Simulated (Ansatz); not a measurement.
Total density of states per atom from DFT-r²SCAN in the program Ansatz with PAW potentials, in 0.25 eV bins, energy from the Fermi level:

| E (eV) | states/eV/atom |
|---|---|
| -7.85 | 0.00 |
| -7.60 | 0.03 |
| -7.35 | 0.51 |
| -7.10 | 0.62 |
| -6.85 | 0.71 |
| -6.60 | 1.27 |
| -6.35 | 1.11 |
| -6.10 | 1.35 |
| -5.85 | 2.24 |
| -5.60 | 1.76 |
| -5.35 | 1.90 |
| -5.10 | 2.16 |
| -4.85 | 1.61 |
| -4.60 | 0.76 |
| -4.35 | 0.35 |
| -4.10 | 0.30 |
| -3.85 | 0.35 |
| -3.60 | 0.26 |
| -3.35 | 0.12 |
| -3.10 | 0.09 |
| -2.85 | 0.35 |
| -2.60 | 0.86 |
| -2.35 | 0.45 |
| -2.10 | 0.58 |
| -1.85 | 0.58 |
| -1.60 | 0.74 |
| -1.35 | 0.51 |
| -1.10 | 0.41 |
| -0.85 | 0.34 |
| -0.60 | 0.34 |
| -0.35 | 0.29 |
| -0.10 | 0.27 |
| 0.15 | 0.25 |
| 0.40 | 0.22 |
| 0.65 | 0.25 |
| 0.90 | 0.28 |
| 1.15 | 0.49 |
| 1.40 | 0.71 |
| 1.65 | 0.73 |
| 1.90 | 1.07 |
| 2.15 | 2.86 |
| 2.40 | 5.60 |

**Question.** Pick the material that matches.
(A) LaAs2Ru2, I4/mmm (La on 2a, As on 4e, Ru on 4d)
(B) LaSi2Au2, I4/mmm (La on 2a, Si on 4e, Au on 4d)
(C) LaSi2Ru2, I4/mmm (La on 2a, Si on 4e, Ru on 4d)
(D) LaGaSi, I4_1md (La on 4a, Ga on 4a, Si on 4a)

**Answer.** B, LaSi2Au2, I4/mmm (La on 2a, Si on 4e, Au on 4d). Within 0.5 eV of the Fermi level: Si 3p 37 %, La 5d 27 %, Au 5d 13 %, La 4f 8 %, outside the projected shells 7 %. Projections are on Löwdin-orthogonalised atomic valence shells; empty p or d shells of many metals are not among them.

The workflow started from a Materials Project entry (that database holds measured and hypothetical structures alike); the Crystallography Open Database files this formula in space group No. 139, but the cells were not matched. Whether it is the stable phase at ambient conditions was not checked. The cell was relaxed with r²SCAN under the symmetry of its start; its stability against distortions is not shown here. Scalar-relativistic: spin–orbit coupling is off unless named, which matters more the heavier the elements.

Potentials: the later of the program's two PAW sets.
